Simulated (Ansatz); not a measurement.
Space group I4/mmm (No. 139). a = 12.994 Å, b = 12.994 Å, c = 5.233 Å, α = 90.00°, β = 90.00°, γ = 90.00°
```tsv
atom	site	symmetry	x	y	z
Si	16l	m..	0.8813	0.7102	0.5000
O	16k	..2	0.8573	0.6427	0.2500
O	8j	m2m.	0.0000	0.7431	0.5000
O	8h	m.2m	0.8133	0.8133	0.5000
```

Equation of state of this SiO$_{2}$ structure (not necessarily the ground state), with shape and atoms relaxed at each volume where symmetry leaves them free. Theory: DFT LDA, scalar-relativistic, plane waves, PAW in Ansatz 0.2.0.

Settings: cutoff 420 eV, Γ-centred mesh 6×6×6 on the computed 24-atom cell, Gaussian smearing of 0.02 eV; no spin polarisation.

| V (Å³/atom) | E − E(largest V) (meV/atom) | P (GPa) | gap on mesh (eV) |
| --- | --- | --- | --- |
| 16.199 | -10.76 | 4.34 | 5.64 |
| 16.751 | -23.46 | 3.10 | 5.59 |
| 17.303 | -32.19 | 2.04 | 5.55 |
| 17.855 | -37.44 | 1.03 | 5.52 |
| 18.408 | -39.12 | -0.04 | 5.50 |
| 18.960 | -36.23 | -1.74 | 5.47 |
| 19.512 | -26.30 | -4.11 | 5.41 |
| 20.248 | 0.00 | -7.28 | 5.26 |

Does one Birch–Murnaghan curve describe these points?

Not well: the fit leaves 0.80 meV/atom rms, which suggests a change of structure or state along the series.

This form isn't the usual stable structure of the compound.

Cost: 8 runs of about 100 core-minutes in all, on Intel Xeon Processor @ 2.70GHz (shared hosts).